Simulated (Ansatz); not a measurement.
## Mg3CdO4: computed property card

Mg$_{3}$CdO$_{4}$:
```cif
data_CdMg3O4
_chemical_formula_sum 'Mg3 Cd1 O4'
_space_group_name_H-M_alt 'P 1'
_space_group_IT_number 1
_cell_length_a 4.39134
_cell_length_b 4.39134
_cell_length_c 4.39134
_cell_angle_alpha 90.000
_cell_angle_beta 90.000
_cell_angle_gamma 90.000
loop_
_space_group_symop_operation_xyz
  'x, y, z'
loop_
_atom_site_label
_atom_site_type_symbol
_atom_site_fract_x
_atom_site_fract_y
_atom_site_fract_z
_atom_site_occupancy
Mg1 Mg 0.00000 0.50000 0.50000 1
Mg2 Mg 0.50000 0.00000 0.50000 1
Mg3 Mg 0.50000 0.50000 0.00000 1
Cd1 Cd 0.00000 0.00000 0.00000 1
O1 O 0.50000 0.00000 0.00000 1
O2 O 0.00000 0.50000 0.00000 1
O3 O 0.00000 0.00000 0.50000 1
O4 O 0.50000 0.50000 0.50000 1
```

Space group Pm-3m (No. 221); conventional cell a = b = c = 4.391 Å, α = β = γ = 90.00°.

Method: PBEsol (plane waves, PAW; program Ansatz). The cell and atoms are relaxed at this level. Other levels are named where they apply.

**Cell and energy**

```yaml
volume_per_atom: 10.59 Å³
density: 4.89 g/cm³
Formation energy from the elements (no fitted shifts): -2.20 eV/atom
```

**Electronic structure**

```yaml
band_gap: 1.09 eV (indirect)
valence_band_maximum: at R
conduction_band_minimum: at Γ
smallest_direct_gap_on_the_standard_path: 3.06 eV
electron_effective_mass: 0.25 mₑ (isotropic)
Electron effective mass with spin–orbit coupling: 0.25 mₑ (isotropic)
HSE06 gap on the PBEsol cell: 2.72 eV
Gap with spin–orbit coupling: 1.08 eV
```

**Mechanics**

```yaml
Bulk modulus (Birch–Murnaghan fit): 1520 kbar
Pressure derivative B′: 4.3
Elastic constants (relaxed ions, GPa): C11 = 254, C12 = 102, C44 = 99.2
mechanical_stability: stable (all eigenvalues of C positive)
hill_bulk_and_shear_moduli: 152 and 89.2 GPa
Young's modulus: 224 GPa
Poisson's ratio: 0.26
debye_temperature_from_the_elastic_constants: 643 K
```

**Dielectric response**

```yaml
Electronic dielectric constant ε∞ (DFPT): 4.02
Static dielectric constant ε0 (ions relaxed, cell fixed): 18.1
Born charges (a third of the trace): Mg +2.08, Cd +2.26, O -2.15 to -2.04 e
```

**Phonons**

```yaml
Highest zone-centre frequency (without LO–TO term): 552 cm⁻¹
zone_centre_stability: no imaginary mode at Γ
```

The workflow started from a Materials Project entry (that database holds measured and hypothetical structures alike); the Crystallography Open Database copy checked does not list it. With Mg and Cd taken as one species the cell has the higher symmetry Fm-3m, so it may be an ordered model of a mixed-site phase. Whether it is the stable phase at ambient conditions was not checked. The PBEsol relaxation kept the symmetry of its start. The references are the lowest solids computed at this level, not always the standard phases (solids in place of the gases). Scalar-relativistic: spin–orbit coupling is off unless named, which matters more the heavier the elements.

Potentials: the later of the program's two PAW sets.
